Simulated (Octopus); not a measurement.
KTaO3 (Pm-3m, No. 221):
```xyz
5
Lattice="3.9949 0.0000 0.0000 0.0000 3.9949 0.0000 0.0000 0.0000 3.9949" Properties=species:S:1:pos:R:3 pbc="T T T"
K      1.9974     1.9974     1.9974
Ta     0.0000     0.0000     0.0000
O      0.0000     1.9974     0.0000
O      1.9974     0.0000     0.0000
O      0.0000     0.0000     1.9974
```
The cell is a database entry, not relaxed again.

All numbers are Octopus results at the level LDA (grid spacing about 0.16 Å, Γ-centred 6×6×6 k-mesh, no spin polarisation; PseudoDojo 0.4 LDA potentials), not measurements. Spin-orbit coupling is left out.

Energies in eV against the valence band top; 40 electrons a cell outside the pseudopotentials' cores.

```tsv
k-point (reduced)	band 16	band 17	band 18	band 19	band 20	band 21	band 22	band 23
Γ (0.000, 0.000, 0.000)	-1.06	-1.06	-0.64	-0.64	-0.64	2.08	2.08	2.08
X (0.000, 0.500, 0.000)	-2.34	-2.16	-1.54	-0.87	-0.87	[?]	4.94	4.94
M (0.500, 0.500, 0.000)	-2.85	-1.68	-1.43	-1.43	[?]	4.98	4.98	6.26
R (0.500, 0.500, 0.500)	-3.90	-3.90	0.00	0.00	0.00	6.39	6.39	6.39
```

Problem. Some entries are withheld; supply them.

Solution. 
- X (0.000, 0.500, 0.000), band 21: 2.24
- M (0.500, 0.500, 0.000), band 20: -0.04
